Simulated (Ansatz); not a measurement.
An Ansatz input:

```yaml
crystal:
  lattice:
    - [0.0, 3.1540659533, 3.1540659533]
    - [3.1540659533, 0.0, 3.1540659533]
    - [3.1540659533, 3.1540659533, 0.0]
  atoms:
    - { symbol: Au, position: [0.125, 0.125, 0.125] }
    - { symbol: Au, position: [0.875, 0.875, 0.875] }
hamiltonian:
  xc: blyp
  pseudopotentials:
    kind: paw
    azcp:
      Au: "pseudopotentials/Au.paw.azcp"
basis:
  ecutwfc: 420
  fft_grid_basis: typed
kpoints:
  mp_grid: { grid: [14, 14, 14], shift: [0, 0, 0] }
magnetization:
  spin_polarized: false
scf:
  occupations: { method: fermi_dirac, width: 0.1 }
```

Terminal output

```
Engine: ansatz 0.2.0, aarch64-unknown-linux-gnu
Pseudopotentials: kind: paw
Pseudopotential: Au, paw, valence charge 19, recommended cutoff 420 eV (normal) 
Functional definition: BLYP
  parameter beta = 0.0042
  parameter a = 0.04918
  parameter b = 0.132
  parameter c = 0.2533
  parameter d = 0.349
  exchange = b88_x(beta = beta)
  correlation = lyp_c(a = a, b = b, c = c, d = d)
Crystal: 2 atoms, lattice volume = 62.754 Å³
Basis set: ecut = 420 eV, 1243 PW (Γ), exchange–correlation on 60×60×60 points (8 copies of the dense FFT grid, shifted against one another)
Bands: 23, of which v1, the nominal top of the filled ones, is band 19 counted from 1 (18 counted from 0)
Symmetry: 48 space group operations
Space group: Fd-3m (ITA 227), of the structure as read, at distance tolerance 4.0e-5 Å
k-points: 104 of 2744
Non-local potential: Au, projectors of the file, l = 0: 3, l = 1: 2, l = 2: 2, l = 3: 1
PAW form: soft (Blöchl's): semilocal exchange-correlation on the pseudo side does not see the compensation charge
PAW frozen core: Au, regenerated for the run's functional, and the local potential with it (the file was generated under x = pbe(κ = 0.804, μ = 0.2195149727645171), c = pbe(β = 0.06672455060314922))
PAW one-centre angular grid: Au, 590 points (default); XC on 64 Gauss nodes
Initial density: superposition of atomic densities (neutral atoms: chi_scale 0, normalization atom), corrected by the library's trained network
Initial wavefunctions: pseudopotential atomic-orbital guess
Functional: x = b88, c = lyp
SCF iter   1: F=—  HF=-26351.330391 eV  |F-HF|=—  |Δ(HF+E_count)|=         —  Δρ=3.40e-3  dr2=9.24e-3  ethr=1.77e-3  ⟨swp⟩=6.0  Hψ=9466  notcnv=0
SCF iter   2: F=—  HF=-26351.331605 eV  |F-HF|=—  |Δ(HF+E_count)|=   1.21e-3  Δρ=1.73e-3  dr2=2.26e-3  ethr=2.43e-5  ⟨swp⟩=2.1  Hψ=4243  notcnv=0
SCF iter   3: F=—  HF=-26351.331532 eV  |F-HF|=—  |Δ(HF+E_count)|=   7.25e-5  Δρ=4.14e-4  dr2=1.01e-4  ethr=5.94e-6  ⟨swp⟩=2.4  Hψ=3432  notcnv=0
SCF iter   4: F=—  HF=-26351.331569 eV  |F-HF|=—  |Δ(HF+E_count)|=   3.67e-5  Δρ=6.35e-5  dr2=1.82e-6  ethr=2.65e-7  ⟨swp⟩=2.0  Hψ=3503  notcnv=0
SCF iter   5: F=—  HF=-26351.331584 eV  |F-HF|=—  |Δ(HF+E_count)|=   1.48e-5  Δρ=7.76e-6  dr2=3.08e-8  ethr=4.78e-9  ⟨swp⟩=2.0  Hψ=3575  notcnv=0
SCF iter   6: F=-26351.331584 eV  HF=-26351.331584 eV  |F-HF|=5.28e-10  |Δ(HF+E_count)|=   7.36e-9  Δρ=2.46e-6  dr2=2.67e-9  ethr=8.10e-11  ⟨swp⟩=1.0  Hψ=6450  notcnv=0
SCF 1 converged in 6 iterations: F = -26351.331584 eV  dr2 = 2.67e-9
SCF converged after 6 iterations
Free energy (F): -26351.331584 eV
Harris-Foulkes:  -26351.331584 eV  (|F-HF|=5.28e-10)
Internal energy: -26351.306871 eV  (E = F + TS)
E sigma→0 (E₀):  -26351.319227 eV
Entropy (-TS):   -0.024713 eV (-12.356 meV/atom)
Fermi energy:    8.603308 eV
--- Per-component energies (eV) ---
  E_band       = -818.305571
  E_kinetic    = 1209.178933
  E_local      = -5774.181907  (includes V_loc(G=0)·N_el)
  E_nonlocal   = 143.639305
  E_hartree    = 2430.321744
  E_xc         = -447.443340
  E_vxc        = -537.868607  (∫ρ·V_xc dr)
  E_paw        = -19474.070131  (= ΣΔE_a)
  E_vpaw       = -719.722756  (= ΣTr[D̂ρ^β])
  E_aug_tail   = 0.002623  (compensation charges beyond the density's cutoff)
  E_ewald      = -4439.038681
  E_core_change = 0.284584  (= ΣΔE_core)
  E_smearing   = -0.024713  (= −TS)
  E_closure    = -0.000000  (closes the sum)
  Σ components = -26351.331584   (vs F -26351.331584, Δ=0.00e0)
```
